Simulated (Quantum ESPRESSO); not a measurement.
pw.x input (Quantum ESPRESSO 7.5; LDA, PseudoDojo standard norm-conserving files, scalar-relativistic):

```
&CONTROL
  calculation = 'scf'
  pseudo_dir = './pseudo'
  outdir = './out'
  tprnfor = .true.
  tstress = .true.
/
&SYSTEM
  ibrav = 0
  nat = 3
  ntyp = 2
  ecutwfc = 82.3
  ecutrho = 329.2
  occupations = 'smearing'
  smearing = 'fd'
  degauss = 0.002
  nbnd = 21
/
&ELECTRONS
  conv_thr = 3e-10
/
ATOMIC_SPECIES
K 39.0983 K.upf
Te 127.6000 Te.upf
CELL_PARAMETERS angstrom
  0.000000000000   3.960924733000   3.960924733000
  3.960924733000   0.000000000000   3.960924733000
  3.960924733000   3.960924733000   0.000000000000
ATOMIC_POSITIONS crystal
K   0.750000000000   0.750000000000   0.750000000000
K   0.250000000000   0.250000000000   0.250000000000
Te   0.000000000000   0.000000000000   0.000000000000
K_POINTS automatic
6 6 6 0 0 0
```

End of the output:

```
     total energy              =    -329.03227966 Ry
     estimated scf accuracy    <       0.00000017 Ry
     total energy              =    -329.03227972 Ry
     estimated scf accuracy    <          1.8E-09 Ry
     total energy              =    -329.03227972 Ry
     estimated scf accuracy    <          5.9E-10 Ry
[...]
     the Fermi energy is     4.1566 ev
!    total energy              =    -329.03227972 Ry
     estimated scf accuracy    <          2.2E-11 Ry
     smearing contrib. (-TS)   =      -0.00000000 Ry
     internal energy E=F+TS    =    -329.03227972 Ry
     The total energy is F=E-TS. E is the sum of the following terms:
     one-electron contribution =    -184.88432642 Ry
     hartree contribution      =      99.85974051 Ry
     xc contribution           =     -73.33951028 Ry
     ewald contribution        =    -170.66818353 Ry
     convergence has been achieved in  10 iterations
     Forces acting on atoms (cartesian axes, Ry/au):
     atom    1 type  1   force =     0.00000000    0.00000000    0.00000000
     atom    2 type  1   force =     0.00000000    0.00000000    0.00000000
     atom    3 type  2   force =     0.00000000    0.00000000    0.00000000
     Total force =     0.000000     Total SCF correction =     0.000000
     Computing stress (Cartesian axis) and pressure
          total   stress  (Ry/bohr**3)                   (kbar)     P=        0.05
   0.00000037  -0.00000000  -0.00000000            0.05       -0.00       -0.00
  -0.00000000   0.00000037  -0.00000000           -0.00        0.05       -0.00
  -0.00000000  -0.00000000   0.00000037           -0.00       -0.00        0.05
```
In a gapped system the printed Fermi energy is only some level inside the gap.

Spin-orbit coupling is not included.

Geometry relaxed with LDA.
